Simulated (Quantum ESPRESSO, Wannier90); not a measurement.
# Tight-binding from DFT: BeSe (zinc blende)

```
BeSe
1.0
    0.00000     2.58397     2.58397
    2.58397     0.00000     2.58397
    2.58397     2.58397     0.00000
Be Se
1 1
Cartesian
  0.00000   0.00000   0.00000
 -1.29198  -1.29198  -1.29198
```

Structure: Materials Project mp-1541, symmetrised, not relaxed again. COD (Crystallography Open Database) has an entry of this formula and space group (matched by these alone). Computed values, not measurements, from LDA: Quantum ESPRESSO (norm-conserving PseudoDojo potentials, cutoff 71 Ry, no spin polarisation, no spin-orbit coupling) on a Γ-centred 10×10×10 mesh, then Wannier90. Density: 10×10×10 mesh, cold smearing 0.01 Ry. Spin-orbit coupling, left out, would split the p-like bands by a few tenths of an eV.

The plane-wave run has 21 bands and 20 electrons a cell. On the energy scale of pw.x, whose zero is arbitrary, the valence-band maximum lies at 7.09 eV.

Isolated groups of bands, relative to the valence-band maximum (bands from 11 on overlap up to the last one computed):

```json
[
 {"bands": "1", "from (eV)": "-98.14", "to (eV)": "-98.14", "filling": "filled", "weight on atomic waves": "Be 1s 99 %"},
 {"bands": "2–6", "from (eV)": "-46.88", "to (eV)": "-46.87", "filling": "filled", "weight on atomic waves": "Se 3d 100 %"},
 {"bands": "7", "from (eV)": "-13.75", "to (eV)": "-11.99", "filling": "filled", "weight on atomic waves": "Se 4s 86 %, Be 2s 12 %"},
 {"bands": "8–10", "from (eV)": "-5.62", "to (eV)": "0.00", "filling": "filled", "weight on atomic waves": "Se 4p 86 %, Be 2s 7 %"}
]
```

Input w.win, without the blocks of cell, atoms and k-points (1000 lines):

```
num_bands = 15
num_wann = 8
exclude_bands = 1-6
num_iter = 800
conv_tol = 1.0e-6
conv_window = 4
dis_num_iter = 1000
dis_conv_tol = 1.0e-6
dis_froz_max = 17.14
write_hr = true
write_u_matrices = true
begin projections
Be: s;p
Se: s;p
end projections
mp_grid = 10 10 10
```

wannier90.x stops with:
```
dis_windows: More states in the frozen window than target WFs
```
At some k-point more bands lie below dis_froz_max than there are Wannier functions, and every frozen state has to fit into the subspace. Mended as below, all else unchanged, the run goes through (Ω_I = 8.5 Å²) and follows the plane-wave bands to 7.4 meV rms (states up to 3.5 eV relative to the valence-band maximum).
```
dis_froz_max = 11.11
```
